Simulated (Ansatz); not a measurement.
CuI:
```xyz
2
Lattice="0.0000 3.0388 3.0388 3.0388 0.0000 3.0388 3.0388 3.0388 0.0000" Properties=species:S:1:pos:R:3 pbc="T T T"
Cu     4.5582     4.5582     4.5582
I      0.0000     0.0000     0.0000
```

Relaxed with PBE. Special points in fractions of this cell's reciprocal vectors: Γ (0.000, 0.000, 0.000); X (0.500, 0.000, 0.500); U (0.625, 0.250, 0.625); K (0.375, 0.375, 0.750); L (0.500, 0.500, 0.500); W (0.500, 0.250, 0.750).

### Question
List the band energies nearest the valence-band maximum at these points for the program Ansatz at the PBE level (PAW).

### Answer
In eV from the valence-band maximum; about four levels below and three above (degenerate sets whole), none deeper than 8.9 eV; points with the same levels are listed once.

```csv
k,below,above
Γ,-1.82 -1.82 0.00 0.00 0.00,1.10 4.88 4.88 4.88
X,-1.77 -1.73 -1.47 -1.47,2.72 2.90 9.12
U,-1.79 -1.68 -1.48 -1.22,3.09 4.60 7.53
L,-1.79 -1.79 -1.75 -0.70 -0.70,2.13 5.42 5.42
W,-1.86 -1.74 -1.57 -1.23,4.46 4.65 6.00
```

Space group F-43m (zinc blende). Symmetry was held in the PBE relaxation. The run is not spin-polarised. Spin–orbit coupling is left out wherever it is not named.

Potentials: the earlier of the program's two PAW sets.
